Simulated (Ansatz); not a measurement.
Pd (simple cubic, space group No. 221) at seven volumes, the program Ansatz at the PBE level (PAW), scaled uniformly. One row is withheld.

```json
[
 {"V (Å³/atom)": "16.255", "P (GPa)": "14.72"},
 {"V (Å³/atom)": "16.791", "P (GPa)": "8.85"},
 {"V (Å³/atom)": "17.327", "P (GPa)": "3.99"},
 {"V (Å³/atom)": "17.863", "P (GPa)": "0.00"},
 {"V (Å³/atom)": "18.399", "P (GPa)": "-3.28"},
 {"V (Å³/atom)": "18.934", "P (GPa)": "-6.00"},
 {"V (Å³/atom)": "19.470", "P (GPa)": "?"}
]
```

**Question.** Fit the shown pressures and predict the withheld one.

**Answer.** P = (3/2)B₀(x^(7/2) − x^(5/2))[1 + (3/4)(B′ − 4)(x − 1)] with x = (V₀/V)^(2/3). Least squares on the six rows gives V₀ = 17.863 Å³/atom, B₀ = 121 GPa, B′ = 5.44. At V = 19.470, x = 0.9442 and P = -8.25 GPa. The run itself gave -8.22 GPa.

Space group Pm-3m (simple cubic). A made-up cell: these elements were put on the sites of a structure type; neither database checked (COD, Materials Project) lists it. It is not the phase usual at ambient conditions (space group No. 225). Symmetry was held in the PBE relaxation; whether a distortion lowers the energy is not shown. The run is not spin-polarised.

Potentials: the later of the program's two PAW sets.
